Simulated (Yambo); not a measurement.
G0W0@LDA for Cs2LiAlF6 (space group P-3m1, No. 164) in Yambo. Reference settings: 3×3×2 Γ-centred k mesh, bands 2 to 191 and a 6 Ry block in the screening, 191 bands in G with the Bruneval-Gonze terminator, plasmon pole fitted at 27.2 eV. The LDA gap Γ → Γ on this mesh is 6.56 eV; G0W0 gaps are taken between the same points.

With and without the terminator, as bands are cut:

```tsv
bands in G (in W)	gap, terminator (eV)	gap, none (eV)	valence shift, terminator (eV)	valence shift, none (eV)
55 (55)	11.924	11.944	-2.944	-2.756
79 (79)	11.232	11.224	-2.644	-2.426
111 (111)	10.920	10.869	-2.578	-2.356
151 (151)	10.774	10.690	-2.583	-2.367
191 (191)	10.719	10.630	-2.610	-2.414
```

Over this range the gap spans 1.205 eV with the terminator and 1.314 eV without, the valence shift 0.366 eV and 0.400 eV. Neither column has reached its limit for certain.

Geometry of the Materials Project entry, not relaxed at this level; primitive cell a = 6.298 Å, b = 6.298 Å, c = 5.103 Å, α = 90.00°, β = 90.00°, γ = 120.00°.

The structure is a Materials Project entry; no match was found in the copy of COD used, and its stability was not checked.

A shift is the quasiparticle energy of the state minus its LDA energy.
